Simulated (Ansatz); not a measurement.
A distorted cell of Yb (fcc, Cu type):

```xyz
1
Lattice="0.0000 2.6642 2.6642 2.6642 0.0000 2.6642 2.6642 2.6642 0.0000" Properties=species:S:1:pos:R:3 pbc="T T T"
Yb     0.0000     0.0000     0.0000
```

Computed with r2SCAN (plane waves to 500 eV, PAW, scalar-relativistic; Ansatz, a program for electronic structure). k mesh 15×15×15 (Γ-centred), Fermi-Dirac smearing 0.05 eV. E stands for the smeared free energy. Stress and pressure are positive under compression. The relaxed volume of Yb is well below the measured one. Yb is run without spin polarisation. Yb was relaxed with its symmetry unable to fall. The filling of the f shell was not checked against other fillings, so treat energies with care.

Question: What is the stress tensor (GPa)?

Answer: 
```
   -1.3      0.0      0.0
    0.0     -1.3      0.0
    0.0      0.0     -1.3
```
The pressure, a third of the trace, is -1.3 GPa.

Question: It is the relaxed cell scaled evenly to V/V₀ = 1.075, atoms relaxed where free. What is its energy relative to the relaxed cell?

Answer: 11 meV/atom.

(A scan under strain: stresses follow from slopes of the energy per volume, elastic moduli from its curvatures.)
